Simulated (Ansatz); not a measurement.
TiS₂:
```
CELL_PARAMETERS angstrom
      0.00000     4.80976     4.80976
      4.80976     0.00000     4.80976
      4.80976     4.80976     0.00000
ATOMIC_POSITIONS crystal
  Ti 0.62500 0.62500 0.12500
  Ti 0.62500 0.12500 0.62500
  Ti 0.62500 0.62500 0.62500
  Ti 0.12500 0.62500 0.62500
  S  0.87502 0.87502 0.87502
  S  0.87507 0.37498 0.37498
  S  0.87502 0.87502 0.37493
  S  0.37498 0.87507 0.37498
  S  0.37493 0.87502 0.87502
  S  0.37498 0.37498 0.37498
  S  0.87502 0.37493 0.87502
  S  0.37498 0.37498 0.87507
```

Relaxed with PBEsol.

Problem. Tabulate the valence density and the electron localisation function along the shortest Ti–Ti contact (3.40 Å), plane-wave PAW PBEsol (Ansatz code).

Solution. 

| distance from Ti (Å) | density (e/Å³) | ELF |
|---|---|---|
| 0.34 | 8.18 | 0.38 |
| 0.51 | 5.11 | 0.62 |
| 0.68 | 2.20 | 0.56 |
| 0.85 | 0.71 | 0.26 |
| 1.02 | 0.30 | 0.09 |
| 1.19 | 0.20 | 0.09 |
| 1.36 | 0.18 | 0.15 |
| 1.53 | 0.17 | 0.22 |
| 1.70 | 0.17 | 0.24 |
| 1.87 | 0.17 | 0.22 |
| 2.04 | 0.18 | 0.15 |
| 2.21 | 0.20 | 0.09 |
| 2.38 | 0.30 | 0.09 |
| 2.55 | 0.71 | 0.26 |
| 2.72 | 2.20 | 0.56 |
| 2.89 | 5.11 | 0.62 |
| 3.06 | 8.18 | 0.38 |

The density is the valence pseudo-density with augmentation charge, so density and ELF within about 1 Å of a nucleus are not all-electron values.

Space group Fd-3m. The first step of the workflow began from a Materials Project structure, measured or hypothetical; the Crystallography Open Database copy checked does not list it. It is not the phase usual at ambient conditions (space group No. 164). The cell was relaxed with PBEsol under the symmetry of its start; whether a distortion lowers the energy is not shown. No spin polarisation was allowed.

Potentials: the later of the program's two PAW sets.
